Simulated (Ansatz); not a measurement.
**Structures of Sc3H: which is lowest?**

Plane-wave DFT in Ansatz with scalar-relativistic PAW potentials, cutoff 420 eV, Γ-centred meshes chosen by cell and gap, Gaussian smearing with energies taken to zero width. Every cell was relaxed (cell and atoms) in a run of its own, within the symmetry of its start. Functional: PBE.

Relaxed structures (starts from databases or built by putting these elements on another compound's sites):
A. Pm-3m, 4 atoms in the computed cell, a = 4.341 Å; sites (symmetry × multiplicity) Sc 4/mm.m × 3, H m-3m × 1; start: built
B. I4/mmm, 4 atoms in the computed cell, a = 4.020 Å, c = 10.108 Å; sites (symmetry × multiplicity) Sc -4m2 × 4 + 4/mmm × 2, H 4/mmm × 2; start: built

Rank them by energy. Could pressure change the order?

```tsv
structure	group	E − E(lowest) (meV/atom)	V (Å³/atom)	gap on mesh (eV)
B	I4/mmm	0.0	20.41	0.00
A	Pm-3m	71	20.45	0.00
```

B is lowest, 71 meV/atom under A. The two lowest differ in volume by under 3 %, too little for a first-order estimate of what pressure does to that pair (other pairs aren't weighed here); with rigid cells even 3 % in favour of the higher one would need about 18 GPa. Other structures may lie lower than all of these, and vibrations aren't counted.